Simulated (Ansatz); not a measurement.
GdGa₂ (P6/mmm); free moments from the typed start.

```
Gd Ga
1.0
     4.22300    0.00000    0.00000
    -2.11150    3.65723    0.00000
     0.00000    0.00000    4.13700
Gd Ga
1 2
Direct
  0.00000 0.00000 0.00000
  0.33333 0.66667 0.50000
  0.66667 0.33333 0.50000
```

The geometry is a structure as deposited in COD, held fixed and not relaxed.

Functional, mesh and filling: PBEsol, 6×6×5 k mesh, Fermi–Dirac smearing of 0.03 eV. PAW means Ansatz 0.2.0 on its default frozen-core files. Site moments are integrated in spheres about the atoms. Start moments (μB): Gd1 7.

The self-consistent cycle went as follows.

| iteration | Harris–Foulkes energy less the last (meV) | density residual (eV) | M (μB) | ∫|m| (μB) |
| --- | --- | --- | --- | --- |
| 1 | -237.963 | 1.4e+00 | 7.1208 | 7.1401 |
| 2 | 75.326 | 5.3e-01 | 7.1460 | 7.1687 |
| 3 | 80.957 | 1.3e-01 | 7.2094 | 7.2413 |
| 4 | -0.279 | 3.0e-02 | 7.2511 | 7.3065 |
| 5 | -0.352 | 1.2e-03 | 7.2520 | 7.3139 |
| 6 | -0.185 | 1.4e-04 | 7.2524 | 7.3148 |
| 7 | 0.032 | 5.5e-05 | 7.2521 | 7.3138 |
| 8 | -0.001 | 7.0e-06 | 7.2520 | 7.3133 |
| 9 | 0.000 | 4.0e-07 | 7.2520 | 7.3133 |
| 10 | 0.000 | 5.8e-08 | 7.2519 | 7.3133 |
| 11 | 0.000 | 1.3e-08 | 7.2519 | 7.3133 |

Site moments (μB): Gd1 7.06, Ga2 -0.01, Ga3 -0.01. Cell moment 7.25 μB.

The PAW files were made with PBE; the program remakes their cores once for the run's functional and then keeps them frozen. Without U a semilocal functional puts the f levels too near the Fermi level, which can change moments and the order of magnetic states; site and cell moments are spin moments. Spin–orbit coupling is left out although heavy atoms are present. With open f shells a run can end in a state that isn't the lowest. The magnetic state is the one that this cell and start allow. It needn't be the compound's measured order, which may need a larger cell or be absent.
